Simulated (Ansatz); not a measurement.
Mg3Sb2:
```
CELL_PARAMETERS angstrom
      4.56806     0.00000     0.00000
     -2.28403     3.95606     0.00000
      0.00000     0.00000     7.24331
ATOMIC_POSITIONS crystal
  Sb 0.33333 0.66667 0.22872
  Sb 0.66667 0.33333 0.77128
  Mg 0.00000 0.00000 0.00000
  Mg 0.33333 0.66667 0.63365
  Mg 0.66667 0.33333 0.36635
```

Relaxed with r²SCAN.

Q: Map the electron localisation function on the plane through (0.333, 0.667, 0.229) spanned by u = [0, 0, 1] and v = [1, -1, 0] in lattice vectors, from plane-wave PAW r²SCAN (Ansatz code).

A: x is the fraction of u, y of v (the angle between them is 90°; rows are the nearest grid lines); atoms in the plane: Sb at (0.00, 0.00), Sb at (0.54, 0.33), Mg at (0.77, 0.67), Mg at (0.40, 0.00), Mg at (0.14, 0.33).
```
|0001357993025422453000000013687541000|
|0012458995003555541001100013687643100|
|1124468986101344310011100012588754311|
|5556788875310000001222111112479987655|
|8887776542111111122222221111246999998|
|6655432210000001111122210000000136776|
|4332211000000000011112100023321003554|
|1100000000000000000111001454455300111|
|1000000000000000000011001553245300011|
|1110000000000001112233200145553000111|
|1111000000001112334556520012210001221|
|2221111111123456778889998521000112222|
|2211000012356788766667899985311111222|
|1000121000378886443333457886410001111|
|0013555310279975431001345787410001110|
|0145323540179864200000034677520000000|
|0045444530179864310000135677420000100|
|2001232100379986443223456776310113442|
|7410000002578998654444567874211235677|
|9999876554556899999888887632113678999|
|5567899876421001247898764211247876555|
|1124568986101344310023211012478654311|
|0012458995003555541001100012577643100|
|0001357993025422453000000013687541000|
```
Scale: ten equal steps from 0.000 (start of '0') to 0.760 (end of '9'), in the order '0123456789'; x runs from 0.000 to 1.00, y from 0.000 (bottom) to 1.00 (top).

The density is the valence pseudo-density with augmentation charge, so density and ELF within about 1 Å of a nucleus are not all-electron values.

Space group P-3m1 (La2O3 or Ni2Al3 type). The cell was relaxed with r²SCAN under the symmetry of its start. Scalar-relativistic: spin–orbit coupling is off unless named, which matters more the heavier the elements.

Potentials: the later of the program's two PAW sets.
